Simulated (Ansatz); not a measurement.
All numbers below come from Ansatz, DFT PBE, scalar-relativistic, plane waves, PAW. Several structures of Zr3GeTe4 from a search were relaxed, and the powder pattern of one of them was computed from 10° to 70° in 2θ (λ = 1.5406 Å).

Cu Kα1 powder pattern (kinematic, no thermal factors).
```tsv
2θ (°)	relative intensity
22.33	3
27.02	3
29.30	84
35.33	100
39.31	1
43.77	27
45.56	15
47.74	42
53.30	2
53.77	1
57.00	13
60.77	20
65.02	8
66.75	8
68.12	27
```

Problem. Which structure gives it?
A. Space group R-3m (No. 166), trigonal, a = 3.914 Å, c = 54.422 Å. Zr on a site of symmetry 3m has 3 Ge at 2.75 Å and 3 Te at 2.91 Å; around Ge lie 6 Zr at 2.75 Å; Te on its first site is surrounded by 3 Zr at 2.91 Å; 2 more sites not described.
B. Space group Pmm2 (No. 25), orthorhombic, a = 3.936 Å, b = 3.955 Å, c = 13.330 Å. Zr on its first site is surrounded by 5 Te at 2.98–3.04 Å and 4 Zr at 3.37 Å; Ge has 5 Te at 2.88–2.90 Å; Te on its first site is surrounded by 1 Ge at 2.88 Å and 4 Zr at 2.96 Å; 5 more sites not described.
C. Space group P-3m1 (No. 164), trigonal, a = 3.807 Å, c = 15.915 Å. Around Zr on a site of symmetry -3m lie 6 Te at 2.94 Å; Ge is surrounded by 6 Te at 3.04 Å; Te on its first site is surrounded by 3 Zr at 2.94 Å and 3 Ge at 3.04 Å; 2 more sites not described.

Solution. C. Its strongest line, at 2θ = 35.33°, has d = λ/(2 sin θ) = 2.539 Å and is the (1 0 4) reflection of the conventional P-3m1 cell with a = 3.807 Å, c = 15.915 Å. The others have their strongest lines at 31.1° (R-3m); 32.8° (Pmm2). In energy it lies 246 meV/atom above the lowest of those shown.

These are computed cells and needn't be stable.
